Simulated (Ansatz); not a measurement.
Here is the system:

InSb:
```cif
data_In2Sb2
_chemical_formula_sum 'In2 Sb2'
_space_group_name_H-M_alt 'P 1'
_space_group_IT_number 1
_cell_length_a 4.59693
_cell_length_b 4.59693
_cell_length_c 7.56513
_cell_angle_alpha 90.000
_cell_angle_beta 90.000
_cell_angle_gamma 120.000
loop_
_space_group_symop_operation_xyz
  'x, y, z'
loop_
_atom_site_label
_atom_site_type_symbol
_atom_site_fract_x
_atom_site_fract_y
_atom_site_fract_z
_atom_site_occupancy
In1 In 0.33333 0.66667 0.00044 1
Sb1 Sb 0.33333 0.66667 0.37456 1
In2 In 0.66667 0.33333 0.50044 1
Sb2 Sb 0.66667 0.33333 0.87456 1
```

This is the PBEsol-relaxed structure.

Task: All from the program Ansatz at the PBEsol level (PAW), unless another level is named. Give the electronic character.

Result: no gap, with almost no states at the Fermi level (zero-gap or semimetallic).

Task: And the HSE06 gap on the PBEsol cell?

Result: 0.40 eV (a hybrid on a coarse mesh can open a false gap in a semimetal).

Task: Next, the formation energy from the elements (no fitted shifts)?

Result: -0.067 eV/atom.

Task: Predict the gap with spin–orbit coupling.

Result: none (metallic).

Space group P6_3mc (wurtzite). The start of the workflow was typed in or built on a structure type; neither database checked (COD, Materials Project) lists it. It is not the phase usual at ambient conditions (space group No. 216). The PBEsol relaxation kept the symmetry of its start; of distortions, only those at the zone centre were tested. The references are the lowest solids computed at this level, not always the standard phases. Spin–orbit coupling is left out wherever it is not named.

Potentials: the later of the program's two PAW sets.
